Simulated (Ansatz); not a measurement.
This guess for LuGe3O is about to be relaxed.

```cif
data_structure
_symmetry_space_group_name_H-M 'P 1'
_symmetry_Int_Tables_number 1
_cell_length_a 3.8139
_cell_length_b 3.8139
_cell_length_c 6.5308
_cell_angle_alpha 90.000
_cell_angle_beta 90.000
_cell_angle_gamma 90.000
_cell_volume 95.00
loop_
_atom_site_label
_atom_site_type_symbol
_atom_site_fract_x
_atom_site_fract_y
_atom_site_fract_z
_atom_site_occupancy
Lu1 Lu 0.00000 0.00000 0.00000 1
Ge1 Ge 0.50000 0.50000 0.32062 1
Ge2 Ge 0.50000 0.50000 0.67938 1
Ge3 Ge 0.00000 0.00000 0.50000 1
O1 O 0.50000 0.50000 0.00000 1
```

The calculation used DFT PBE, scalar-relativistic, plane waves, PAW (Ansatz 0.2.0). Cutoff 420 eV, Gaussian smearing, Γ-centred meshes. Cell and atoms relax first on a coarse mesh and then on a finer one. In between, the cell is made exact in the group found at 0.06 Å. In metals the finer mesh still leaves noise of several meV/atom or more. The steps can't lower the symmetry of their start. No spin polarisation.

A guess keeps its type if space group and coordination stay and the shape of the cell changes little (axis ratios within about 15 %, angles within 6°); the volume may change.

Q: Does it keep its structure type, or change into something else?

A: It doesn't keep its type. The symmetry stays P4/mmm (No. 123). The volume per atom grows by 0.6 %, from 19.0 to 19.1 Å³. The shortest distance goes from 2.09 Å (Ge–O) to 2.21 Å (Lu–O). The ratio c/a of the conventional cell changes by a factor of 1.83. Counting neighbours within 15 % of an atom's shortest distance, the start has Ge 2/10, Lu 4, O 2 and the end Ge 9/12, Lu 4, O 4. In detail, at the end Lu has 4 O at 2.21 Å; Ge on a site of symmetry 4mm has 4 Ge at 2.94 Å, 1 O at 2.96 Å and 4 Ge at 3.12 Å; O has 4 Lu at 2.21 Å and 2 Ge at 2.96 Å; 1 more site not described.

```
Lu Ge O
1.0
     3.12496    0.00000    0.00000
     0.00000    3.12496    0.00000
     0.00000    0.00000    9.78276
Lu Ge O
1 3 1
Direct
  0.00000 0.00000 0.00000
  0.50000 0.50000 0.30244
  0.50000 0.50000 0.69756
  0.00000 0.00000 0.50000
  0.50000 0.50000 0.00000
```

The last run used a 12×12×4 mesh (in the run's order of axes) for its 5-atom cell and Gaussian smearing of 0.10 eV. A structure relaxed within its symmetry needn't be a true minimum.

In counts of neighbours, a slash parts the counts of unlike sites.
